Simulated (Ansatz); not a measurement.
A relaxed 1×1 slab of 6 planes, cut along (110) from a fcc crystal of one element, has a cell area of 11.55 Å² and a bulk spacing of 1.429 Å between its first planes. All-electron LAPW in Ansatz 0.2.0 (PBE, scalar-relativistic, no spin polarisation) gives γ = 1.03 J/m², Φ = 3.87 eV and a change of the outer spacing of -11.1 %. The fcc structure needn't be the element's own.

Which element is it?

Al. Other candidates weren't computed, and some may come near.
